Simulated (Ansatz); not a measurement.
SiNi2 in space group P6_3/mmc (No. 194; Si on 2d, Ni on 2c, Ni on 2a), the program Ansatz at the PBE level (PAW), all energies at zero smearing, with the estimated change up to a 700 eV cutoff added, with one set of potentials and settings (totals compare only within such a set). Cell of 6 atoms (2 Si, 4 Ni): -24633.502 eV.

```
element                             reference phase  E (eV/atom)
-------  ------------------------------------------  -----------
Si                       Fd-3m, 2 atoms in the cell    -635.8096
Ni       Fm-3m, 1 atoms in the cell, spin-polarised   -5839.7239
```

Formation energy per atom, worked out: (-24633.502 − 2×(-635.8096) − 4×(-5839.7239))/6 = -0.498 eV/atom (-48 kJ per mol of atoms), at 0 K, without zero-point energy or fitted corrections.

The workflow started from a Materials Project entry (that database holds measured and hypothetical structures alike); the Crystallography Open Database files this formula in space group No. 194, but the cells were not matched. Its standing as an ambient phase is unchecked. The PBE relaxation kept the symmetry of its start; whether a distortion lowers the energy is not shown. No spin polarisation was allowed. The references are the lowest solids computed at this level, not always the standard phases.

Potentials: the later of the program's two PAW sets.
